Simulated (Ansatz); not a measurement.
Here is the system:

TaS$_{2}$:
```
CELL_PARAMETERS angstrom
      1.64089     0.94737    11.47440
     -1.64089     0.94737    11.47440
      0.00000    -1.89473    11.47440
ATOMIC_POSITIONS crystal
  Ta 0.08272 0.08272 0.08272
  Ta 0.91761 0.91761 0.91761
  S  0.37135 0.37135 0.37135
  S  0.53924 0.53924 0.53924
  S  0.79413 0.79413 0.79413
  S  0.62896 0.62896 0.62896
```

This is the LDA-relaxed structure.

Problem. All from plane-wave PAW LDA (Ansatz code), unless another level is named. Give the electronic character.

Solution. metallic (no gap).

Problem. Give the density of states at the Fermi level.

Solution. 0.50 states/eV per atom (mean over ±0.08 eV).

Problem. Next, the formation energy from the elements (no fitted shifts)?

Solution. -1.15 eV/atom.

Space group R3m. The workflow started from a Materials Project entry (that database holds measured and hypothetical structures alike); the Crystallography Open Database copy checked does not list it. It is not the phase usual at ambient conditions (space group No. 164). The LDA relaxation kept the symmetry of its start; its stability against distortions is not shown here. The workflow began spin-polarised and lost its moments. A crystal of weakly bound layers computed without a dispersion correction: the cell and the soft elastic constants depend strongly on that. The references are the lowest solids computed at this level, not always the standard phases. Scalar-relativistic: spin–orbit coupling is off unless named, which matters more the heavier the elements.

Potentials: the later of the program's two PAW sets.
